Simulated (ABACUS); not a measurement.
ABACUS run on SiRu2 (Pnma, 24 atoms in the cell; from Materials Project mp-10025, changed as shown): self-consistent single point.

Computed with ABACUS with PBEsol, numerical atomic orbitals DZP (confined pseudo-atomic orbitals; energy shift 0.01 Ry), PseudoDojo 0.4 standard norm-conserving PBEsol (tails mended) pseudopotentials.

The change in words: 2 x 1 x 1 supercell, mesh divided and rounded up; KPT: Gamma 3 4 2 0 0 0 → Gamma 2 4 2 0 0 0. Reference geometry (Pnma):
```
CELL_PARAMETERS angstrom
      5.29675     0.00000     0.00000
      0.00000     4.02778     0.00000
      0.00000     0.00000     7.43031
ATOMIC_POSITIONS crystal
  Si 0.29964 0.25000 0.90225
  Si 0.70036 0.75000 0.09775
  Si 0.20036 0.75000 0.40225
  Si 0.79964 0.25000 0.59775
  Ru 0.51386 0.75000 0.78778
  Ru 0.48614 0.25000 0.21222
  Ru 0.98614 0.25000 0.28778
  Ru 0.01386 0.75000 0.71222
  Ru 0.83351 0.25000 0.93467
  Ru 0.16649 0.75000 0.06533
  Ru 0.66649 0.75000 0.43467
  Ru 0.33351 0.25000 0.56533
```

Reference input (self-consistent single point, DFT, PBEsol, numerical atomic orbitals DZP (confined pseudo-atomic orbitals; energy shift 0.01 Ry), PseudoDojo 0.4 standard norm-conserving PBEsol (tails mended) pseudopotentials): basis = DZP numerical atomic orbitals, energy shift 0.01 Ry; KPT = Gamma 3 4 2 0 0 0; basis_type = lcao; ecutwfc = 100 Ry; smearing_method = mv; smearing_sigma = 0.0199916 Ry; potentials = PseudoDojo 0.4 standard norm-conserving PBEsol (tails mended); symmetry = 1; symmetry_prec = 1e-05; ks_solver = genelpa; scf_nmax = 100; scf_thr = 1.0e-07. This run's input differs from it in these lines:

```diff
@@ -29,8 +29,8 @@
 LATTICE_CONSTANT
-10.009414
+20.018829
 
 LATTICE_VECTORS
-   1.0000000409    0.0000000000    0.0000000000
-   0.0000000000    0.7604251896    0.0000000000
-   0.0000000000    0.0000000000    1.4028044920
+   0.9999999910    0.0000000000    0.0000000000
+   0.0000000000    0.3802125758    0.0000000000
+   0.0000000000    0.0000000000    0.7014022109
 
@@ -41,7 +41,11 @@
 0.0
-4
-   0.2996400000    0.2500000000    0.9022500000 1 1 1
-   0.7003600000    0.7500000000    0.0977500000 1 1 1
-   0.2003600000    0.7500000000    0.4022500000 1 1 1
-   0.7996400000    0.2500000000    0.5977500000 1 1 1
+8
+   0.1498200000    0.2500000000    0.9022500000 1 1 1
+   0.6498200000    0.2500000000    0.9022500000 1 1 1
+   0.3501800000    0.7500000000    0.0977500000 1 1 1
+   0.8501800000    0.7500000000    0.0977500000 1 1 1
+   0.1001800000    0.7500000000    0.4022500000 1 1 1
+   0.6001800000    0.7500000000    0.4022500000 1 1 1
+   0.3998200000    0.2500000000    0.5977500000 1 1 1
+   0.8998200000    0.2500000000    0.5977500000 1 1 1
 
@@ -49,11 +53,19 @@
 0.0
-8
-   0.5138600000    0.7500000000    0.7877800000 1 1 1
-   0.4861400000    0.2500000000    0.2122200000 1 1 1
-   0.9861400000    0.2500000000    0.2877800000 1 1 1
-   0.0138600000    0.7500000000    0.7122200000 1 1 1
-   0.8335100000    0.2500000000    0.9346700000 1 1 1
-   0.1664900000    0.7500000000    0.0653300000 1 1 1
-   0.6664900000    0.7500000000    0.4346700000 1 1 1
-   0.3335100000    0.2500000000    0.5653300000 1 1 1
+16
+   0.2569300000    0.7500000000    0.7877800000 1 1 1
+   0.7569300000    0.7500000000    0.7877800000 1 1 1
+   0.2430700000    0.2500000000    0.2122200000 1 1 1
+   0.7430700000    0.2500000000    0.2122200000 1 1 1
+   0.4930700000    0.2500000000    0.2877800000 1 1 1
+   0.9930700000    0.2500000000    0.2877800000 1 1 1
+   0.0069300000    0.7500000000    0.7122200000 1 1 1
+   0.5069300000    0.7500000000    0.7122200000 1 1 1
+   0.4167550000    0.2500000000    0.9346700000 1 1 1
+   0.9167550000    0.2500000000    0.9346700000 1 1 1
+   0.0832450000    0.7500000000    0.0653300000 1 1 1
+   0.5832450000    0.7500000000    0.0653300000 1 1 1
+   0.3332450000    0.7500000000    0.4346700000 1 1 1
+   0.8332450000    0.7500000000    0.4346700000 1 1 1
+   0.1667550000    0.2500000000    0.5653300000 1 1 1
+   0.6667550000    0.2500000000    0.5653300000 1 1 1
 # file: KPT
@@ -62,3 +74,3 @@
 Gamma
-3 4 2 0 0 0
+2 4 2 0 0 0
```

Output (repeated stretches shortened):

```
 SELF-CONSISTENT
 -------------------------------------------

                  longest orb rcut (Bohr) = 7.4
   longest nonlocal projector rcut (Bohr) = 1.94
                     search radius (Bohr) = 18.7

                          real space grid = [ 128, 50, 90 ]

                                 init_chg = atomic

 LCAO ALGORITHM --------------- ION=   1  ELEC=   1--------------------------------

 Density error is 0.0840036151362
 E_KohnSham     -3298.4817399354     -44878.1464120761
 E_Fermi        1.5325789985         20.8518070147

 LCAO ALGORITHM --------------- ION=   1  ELEC=   2--------------------------------

   [... lines left out ...]

   [... 7 blocks of this kind left out ...]

 LCAO ALGORITHM --------------- ION=   1  ELEC=  10--------------------------------

 Density error is 1.9360723027e-07
 E_KohnSham     -3300.0992138548     -44900.1532737455
 E_Fermi        1.4490423620         19.7152327661

 LCAO ALGORITHM --------------- ION=   1  ELEC=  11--------------------------------

 Density error is 9.08566540948e-08
 E_KohnSham     -3300.0992138547     -44900.1532737446
 E_KS(sigma->0) -3300.1004655884     -44900.1703044552
 E_entropy(-TS) 0.0025034674         0.0340614211
 E_Fermi        1.4490423015         19.7152319436
 charge density convergence is achieved
 final etot is -44900.153274 eV
 EFERMI = 19.715231944 eV

 STATE ENERGY(eV) AND OCCUPATIONS    NSPIN == 1
   [... 170 lines left out ...]

 TOTAL-FORCE (eV/Angstrom)
                       Si1        -0.0359711494         0.0000000000         0.0228528006
                       Si2        -0.0358996945         0.0000000000         0.0228412946
                       Si3         0.0359250386         0.0000000000        -0.0228472166
                       Si4         0.0359458053         0.0000000000        -0.0228468786
                       Si5         0.0358996945         0.0000000000         0.0228412946
                       Si6         0.0359711494         0.0000000000         0.0228528006
                       Si7        -0.0359250386         0.0000000000        -0.0228472166
   [... lines left out ...]

 TOTAL-STRESS (KBAR)
       -78.5265363735         0.0000000000         0.0000000000
         0.0000000000       -72.7781636027         0.0000000000
         0.0000000000         0.0000000000       -57.1388429944
 TOTAL-PRESSURE: -69.481181 KBAR

 --------------------------------------------
 !FINAL_ETOT_IS -44900.1532737446323154 eV
 --------------------------------------------
```

The run converged in 11 iterations. Against the reference run the free energy hardly moves (within 1 meV/atom), the pressure hardly changes (-6.94 to -6.95 GPa) and the largest force goes from 0.140 to 0.118 eV/Å.

The atom-centred basis is finite, which shifts total energies, pressures and forces against plane waves. This run is one point of a test of settings, so its values need not be converged; read them against the reference run alone. The structure comes from a collection of computed structures, made at another level of theory; the collection holds predicted forms beside known ones. Its lattice was then scaled. No clean gap shows at this smearing width and mesh (spacing up to 0.42 Å⁻¹); the mesh is coarse for partly filled bands, so the values carry mesh errors.

Cost on one core: around 2.4 core-minutes (rough).

The atomic orbitals were generated for these runs; they are not ABACUS's published sets and were checked against plane waves on a few crystals only.

“Tails mended”: in these copies of the files the far tail of each local potential was reset to the Coulomb form.
